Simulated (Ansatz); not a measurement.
Here is the system:

CsHgCl$_{3}$:
```
CELL_PARAMETERS angstrom
      5.26886     0.00000     0.00000
      0.00000     5.26886     0.00000
      0.00000     0.00000     5.26886
ATOMIC_POSITIONS crystal
  Cs 0.00000 0.00000 0.00000
  Hg 0.50000 0.50000 0.50000
  Cl 0.00000 0.50000 0.50000
  Cl 0.50000 0.00000 0.50000
  Cl 0.50000 0.50000 0.00000
```

This is the PBEsol-relaxed structure.

Task: All from PBEsol (plane waves, PAW; program Ansatz), unless another level is named. Estimate the electronic character.

Result: metallic (no gap).

Task: What about the formation energy from the elements (no fitted shifts)?

Result: -115 kJ/mol-atom.

Task: Predict the density of states at the Fermi level.

Result: 0.10 states/eV per atom (mean over ±0.08 eV).

Task: Next, the gap with spin–orbit coupling?

Result: none (metallic).

Space group Pm-3m (cubic perovskite). The workflow started from an entry of the Crystallography Open Database (COD), which files this formula under 2 space groups. Its standing as an ambient phase is unchecked. Symmetry was held in the PBEsol relaxation; of distortions, only those at the zone centre were tested. The references are the lowest solids computed at this level, not always the standard phases (solids in place of the gases). Scalar-relativistic: spin–orbit coupling is off unless named, which matters more the heavier the elements.

Potentials: the later of the program's two PAW sets.
